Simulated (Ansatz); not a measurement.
## Structure optimisation: tungsten, beta-Sn type

The calculation used DFT, LDA (PW92), plane waves (420 eV) with PAW, scalar-relativistic (Ansatz). (PAW data from PBE, frozen cores regenerated.)

k-point mesh 13×13×9, Fermi-Dirac smearing 0.1 eV, no spin polarisation. Cell and atoms relax.

Starting structure:

```yaml
crystal:
  lattice:
    - [-2.4791836024, 2.4791836024, 1.3536342469]
    - [2.4791836024, -2.4791836024, 1.3536342469]
    - [2.4791836024, 2.4791836024, -1.3536342469]
  atoms:
    - { symbol: W, position: [0.0, 0.0, 0.0] }
    - { symbol: W, position: [0.75, 0.25, 0.5] }
hamiltonian:
  xc: lda
  pseudopotentials:
    kind: paw
    azcp:
      W: "pseudopotentials/W.paw.azcp"
basis:
  ecutwfc: 420
  fft_grid_basis: typed
kpoints:
  mp_grid: { grid: [13, 13, 9], shift: [0, 0, 0] }
magnetization:
  spin_polarized: false
scf:
  occupations: { method: fermi_dirac, width: 0.1 }
relax:
  max_steps: 60
  f_tol: 0.01
  cell: {}
output:
  write_density: true
  write_potential: true
  elf: true
  volumetric_format: npy
```

**Question.** What cell does the relaxation end in?

**Answer.** Fddd with a = 2.649 Å, b = 5.314 Å, c = 8.932 Å; 15.72 Å³ per atom against 16.64 at the start (-5.5 %).

The cell has left the beta-Sn structure type; it ends in Fddd.

**Question.** How much energy does the relaxation gain?

**Answer.** 848.6 meV per atom.

Path of the relaxation (the plane waves are chosen anew near the end, which can shift the energy a little):

```
step  E − E(final) (meV/atom)  V (Å³/atom)  P (GPa)  max force (eV/Å)
   0                   848.58       16.640     1.43             0.000
   1                   835.24       16.753    -0.33             0.007
   2                   833.32       16.747    -0.38             0.003
   3                   817.26       16.679     0.35             0.004
   4                   705.62       16.573     0.26             0.007
   5                   488.78       16.326     0.44             0.007
   6                   257.45       15.969     2.13             0.018
   7                    76.81       15.635     3.84             0.009
   8                    22.90       15.683    -0.53             0.008
   9                    22.52       15.654    -0.13             0.001
  10                    22.51       15.647     0.00             0.000
  11                     2.89       15.647     1.79             0.000
  12                     0.12       15.717     0.12             0.001
  13                     0.02       15.719     0.02             0.000
  14                     0.02       15.720     0.00             0.000
  15                     0.00       15.720     0.00             0.000
```

The k-point mesh keeps fewer symmetry operations than the starting structure has, so the cell can leave it.
